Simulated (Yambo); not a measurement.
```xyz
2
Lattice="0.0000 2.6175 2.6175 2.6175 0.0000 2.6175 2.6175 2.6175 0.0000" Properties=species:S:1:pos:R:3 pbc="T T T"
Mg     0.0000     0.0000     0.0000
S      2.6175     2.6175     2.6175
```

Response from Yambo on norm-conserving PBEsol (Quantum ESPRESSO, 84 Ry, scalar-relativistic) bands: 16×16×16 mesh, 27 bands, 4 Ry local-field block, 0.2 eV broadening.

Give the static electronic dielectric constant without and with local fields.


```csv
field along,"ε(0), independent particles","ε(0), RPA with local fields",refractive index √ε
x,6.04,5.14,2.27
```
Electronic (clamped-ion) response only. PBEsol gaps are usually too small, which raises these values. Convergence of the RPA response with its 16×16×16 mesh was not tested.

Geometry strained from the cell relaxed with PBEsol, atoms relaxed again.
